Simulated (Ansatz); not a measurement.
**YRh: moving Y off its site**

YRh, Pm-3m, a = 3.407 Å (as given, not relaxed at this level: -2.4 GPa). The structure is a COD entry; whether it is the stable form wasn't checked. Ansatz: PBEsol, PAW, 420 eV, Γ-centred 14×14×14 mesh on 2 atoms, Gaussian smearing 0.15 eV; no spin polarisation.

```yaml
crystal:
  lattice:
    - [3.40700, 0.00000, 0.00000]
    - [0.00000, 3.40700, 0.00000]
    - [0.00000, 0.00000, 3.40700]
  atoms:
    - { symbol: Y, position: [0.50000, 0.50000, 0.50000] }
    - { symbol: Rh, position: [0.00000, 0.00000, 0.00000] }
```

Atom 1 (Y) moves by x along the unit vector (0.000, 0.000, 1.000), with its periodic images; all else is held. y is the free energy of the cell over the start, F the force along the path summed over the moved atoms. Symmetry makes y even in x.

| x (Å) | y (meV) | F (eV/Å) |
| --- | --- | --- |
| -0.5000 | ? | ? |
| -0.2500 | 108.1 | 0.87 |
| 0.0000 | 0.0 | 0.00 |
| 0.0625 | 6.7 | -0.21 |
| 0.1250 | 26.8 | -0.43 |
| 0.1875 | 60.5 | -0.65 |
| 0.3125 | 169.4 | -1.09 |
| 0.3750 | 244.3 | -1.30 |
| 0.4375 | 332.4 | -1.51 |

**Question.** Fit y = c2 x² + c4 x⁴ to the energies of the other rows, give the force constant, and predict energy and force of the missing row.

**Answer.** Least squares on the rows shown. y = 1728.6 x² + 46.394 x⁴. The force constant is 2 c2 = 3.46 eV/Å², for the cell as given, at -2.4 GPa (for all images moving together, not for a lone atom). With two atoms in a cubic cell this is the optical mode at Γ (in a metal it hangs on mesh and smearing): ω = 521.5 √(2 c2/μ) = 140 cm⁻¹ for μ = 47.70 u. The force −dy/dx at the missing row is 1.75 eV/Å (computed 1.71). At x = -0.5000 the fit asked for gives 435.0 meV. The run gave 433.3 meV, so the fit is 1.7 meV too high, a small miss on the scale of the series.